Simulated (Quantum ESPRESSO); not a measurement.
## Ga3ZrHfW2Sc (input and log of a self-consistent run)

Simulated, not a measurement. The program is pw.x of Quantum ESPRESSO 7.5 (plane-wave density functional theory). The cell is made up: eight metal atoms on a face-centred cubic lattice, with elements, volume, strain and displacements drawn at random and not relaxed, so it may be unstable or far from any real phase. PseudoDojo standard norm-conserving files set the functional (PBE unless stated); there is no spin polarisation or spin-orbit coupling, the Fermi-Dirac width of 0.25 eV means electrons at about 2900 K, and the masses in the input are unused placeholders. Heavy elements are run without spin-orbit coupling, which real alloys of them have. A spin test at this wide smearing found no moment, but such smearing suppresses magnetism that the real alloy may have.

Input:

```
&control calculation='scf', pseudo_dir='./dojo.nc.sr.pbe.v0_5.standard.upf', outdir='./o', disk_io='minimal', tprnfor=.true., tstress=.true. /
&system ibrav=0, nat=8, ntyp=5, nbnd=65, ecutwfc=79.96652505, nosym=.true., tot_charge=0,
 occupations='smearing', smearing='fd', degauss=0.0183746611
/
&electrons conv_thr=1.470e-08, electron_maxstep=70, mixing_beta=0.5 /
ATOMIC_SPECIES
Ga 1.0 Ga.upf
Hf 1.0 Hf.upf
Sc 1.0 Sc.upf
W 1.0 W.upf
Zr 1.0 Zr.upf
CELL_PARAMETERS angstrom
0.0 0.0 -4.3556
-4.3556 0.0 0.0
2.1778 8.7112 2.1778
ATOMIC_POSITIONS angstrom
Ga 0.0401 0.113 -0.0084
Zr -2.0399 2.1781 -0.0452
Hf 0.027 4.3906 0.0988
Ga -2.2155 6.6344 0.1963
W -2.185 0.0564 -2.258
Ga 0.1273 2.0783 -2.0019
W -2.1949 4.4113 -2.0993
Sc 0.0185 6.3922 -2.0288
K_POINTS automatic
6 6 3 1 1 1
```

The log is shortened where brackets say so; the opening notice, blank lines, dates and the lines on written files are dropped, and the path of the files is cut. It prints rydbergs, bohrs and kilobars, and counts compression as positive stress. Its total energy is the free energy E - TS of the whole cell.

```
     Program PWSCF v.7.5
     Parallel version (MPI & OpenMP), running on       4 processor cores
     Number of MPI processes:                 4
     Threads/MPI process:                     1
     [start-up lines left out]
     bravais-lattice index     =            0
     lattice parameter (alat)  =       8.2309  a.u.
     unit-cell volume          =    1115.2457 (a.u.)^3
     number of atoms/cell      =            8
     number of atomic types    =            5
     number of electrons       =       102.00
     number of Kohn-Sham states=           65
     kinetic-energy cutoff     =      79.9665  Ry
     charge density cutoff     =     319.8661  Ry
     scf convergence threshold =      1.5E-08
     mixing beta               =       0.5000
     number of iterations used =            8  plain     mixing
     Exchange-correlation= PBE
                           (   1   4   3   4   0   0   0)
     [axes and pseudopotential details left out]
   Cartesian axes
     site n.     atom                  positions (alat units)
         1        Ga     tau(   1) = (   0.0092065   0.0259436  -0.0019286  )
         2        Zr     tau(   2) = (  -0.4683396   0.5000689  -0.0103774  )
         3        Hf     tau(   3) = (   0.0061989   1.0080356   0.0226834  )
         4        Ga     tau(   4) = (  -0.5086555   1.5231885   0.0450684  )
         5        W      tau(   5) = (  -0.5016530   0.0129488  -0.5184131  )
         6        Ga     tau(   6) = (   0.0292267   0.4771558  -0.4596152  )
         7        W      tau(   7) = (  -0.5039260   1.0127881  -0.4819772  )
         8        Sc     tau(   8) = (   0.0042474   1.4675820  -0.4657912  )
     number of k points=    54  Fermi-Dirac smearing, width (Ry)=  0.0184
                       cart. coord. in units 2pi/alat
        k(    1) = (  -0.0833333   0.1250000  -0.0833333), wk =   0.0370370
        k(    2) = (  -0.0833333  -0.2083333  -0.0833333), wk =   0.0370370
     [further k points left out]
     Dense  grid:   107745 G-vectors     FFT dimensions: (  48,  48, 100)
     Estimated max dynamical RAM per process >     383.96 MB
     Estimated total dynamical RAM >       1.42 GB
     Initial potential from superposition of free atoms
     starting charge     101.9841, renormalised to     102.0000
     Starting wfcs are   77 randomized atomic wfcs
     total cpu time spent up to now is        6.4 secs
     per-process dynamical memory:   300.0 Mb
     Self-consistent Calculation
     iteration #  1     ecut=    79.97 Ry     beta= 0.50
     Davidson diagonalization with overlap
     ethr =  1.00E-02,  avg # of iterations =  2.1
     Threshold (ethr) on eigenvalues was too large:
     Diagonalizing with lowered threshold
     Davidson diagonalization with overlap
     ethr =  5.65E-04,  avg # of iterations =  2.9
     total cpu time spent up to now is       32.0 secs
     total energy              =   -1072.73403980 Ry
     estimated scf accuracy    <       0.61524998 Ry
     iteration #  2     ecut=    79.97 Ry     beta= 0.50
     Davidson diagonalization with overlap
     ethr =  6.03E-04,  avg # of iterations =  9.1
     total cpu time spent up to now is       51.1 secs
     total energy              =   -1071.76292595 Ry
     estimated scf accuracy    <      26.17149288 Ry
     iteration #  3     ecut=    79.97 Ry     beta= 0.50
     Davidson diagonalization with overlap
     ethr =  6.03E-04,  avg # of iterations =  6.2
     total cpu time spent up to now is       67.9 secs
     total energy              =   -1073.02182219 Ry
     estimated scf accuracy    <       0.17825265 Ry
     iteration #  4     ecut=    79.97 Ry     beta= 0.50
     Davidson diagonalization with overlap
     ethr =  1.75E-04,  avg # of iterations =  4.6
     total cpu time spent up to now is       81.5 secs
     total energy              =   -1073.02447429 Ry
     estimated scf accuracy    <       0.18001224 Ry
     iteration #  5     ecut=    79.97 Ry     beta= 0.50
     Davidson diagonalization with overlap
     ethr =  1.75E-04,  avg # of iterations =  2.6
     total cpu time spent up to now is       93.7 secs
     total energy              =   -1073.04263468 Ry
     estimated scf accuracy    <       0.08776193 Ry
     [iterations 6 to 11 left out]
     iteration # 12     ecut=    79.97 Ry     beta= 0.50
     Davidson diagonalization with overlap
     ethr =  9.30E-10,  avg # of iterations =  3.4
     total cpu time spent up to now is      190.5 secs
     total energy              =   -1073.05100930 Ry
     estimated scf accuracy    <       0.00000009 Ry
     iteration # 13     ecut=    79.97 Ry     beta= 0.50
     Davidson diagonalization with overlap
     ethr =  8.78E-11,  avg # of iterations =  5.2
     total cpu time spent up to now is      204.7 secs
     total energy              =   -1073.05100931 Ry
     estimated scf accuracy    <       0.00000034 Ry
     iteration # 14     ecut=    79.97 Ry     beta= 0.50
     Davidson diagonalization with overlap
     ethr =  8.78E-11,  avg # of iterations =  2.0
     total cpu time spent up to now is      216.4 secs
     total energy              =   -1073.05100933 Ry
     estimated scf accuracy    <       0.00000003 Ry
     iteration # 15     ecut=    79.97 Ry     beta= 0.50
     Davidson diagonalization with overlap
     ethr =  3.08E-11,  avg # of iterations =  2.0
     total cpu time spent up to now is      228.0 secs
     total energy              =   -1073.05100933 Ry
     estimated scf accuracy    <       0.00000002 Ry
     iteration # 16     ecut=    79.97 Ry     beta= 0.50
     Davidson diagonalization with overlap
     ethr =  2.15E-11,  avg # of iterations =  1.5
     total cpu time spent up to now is      239.7 secs
     End of self-consistent calculation
     [lines on levels left out]
!    total energy              =   -1073.05100933 Ry
     estimated scf accuracy    <          8.7E-10 Ry
     smearing contrib. (-TS)   =      -0.10883675 Ry
     internal energy E=F+TS    =   -1072.94217258 Ry
     The total energy is F=E-TS. E is the sum of the following terms:
     one-electron contribution =    -306.08365329 Ry
     hartree contribution      =     213.13283319 Ry
     xc contribution           =    -256.07902168 Ry
     ewald contribution        =    -723.91233081 Ry
     convergence has been achieved in  16 iterations
     Forces acting on atoms (cartesian axes, Ry/au):
     atom    1 type  1   force =     0.00576896   -0.01597837    0.00937536
     atom    2 type  5   force =    -0.03210543   -0.04325838    0.02488664
     atom    3 type  2   force =     0.00564407   -0.00604538    0.00173315
     atom    4 type  1   force =     0.00760352   -0.00890153   -0.01055893
     atom    5 type  4   force =     0.01266881   -0.00432886    0.01437590
     atom    6 type  1   force =    -0.00171336    0.01889030   -0.02766819
     atom    7 type  4   force =     0.01030440   -0.02606856   -0.00056011
     atom    8 type  3   force =    -0.00817098    0.08569077   -0.01158382
     Total force =     0.118570     Total SCF correction =     0.000182
     Computing stress (Cartesian axis) and pressure
          total   stress  (Ry/bohr**3)                   (kbar)     P=     -120.10
  -0.00097323  -0.00000077  -0.00000122         -143.17       -0.11       -0.18
  -0.00000077  -0.00053335  -0.00002258           -0.11      -78.46       -3.32
  -0.00000122  -0.00002258  -0.00094269           -0.18       -3.32     -138.67
     init_run     :      6.02s CPU      6.28s WALL (       1 calls)
     electrons    :    231.63s CPU    233.35s WALL (       1 calls)
     forces       :      2.29s CPU      2.30s WALL (       1 calls)
     stress       :      7.67s CPU      7.89s WALL (       1 calls)
     [timing details left out]
     PWSCF        :   4m 7.74s CPU   4m 9.97s WALL
     JOB DONE.
```

In other units: free energy -14599.603 eV for the cell, pressure -12.01 GPa, largest force component 2.203 eV/Å in size. The run took 252 s of wall time with four MPI processes on a shared machine (Intel Xeon, 2023 or later, virtual cores), so the time is rough. A rerun of this cell at a higher cutoff and on a denser mesh moved values by no more than 0.003 eV in energy, 0.03 GPa in stress and 0.003 eV/Å in force, and a second program with other atomic files agreed on that cell to 2 % rms in force and 0.5 GPa in pressure.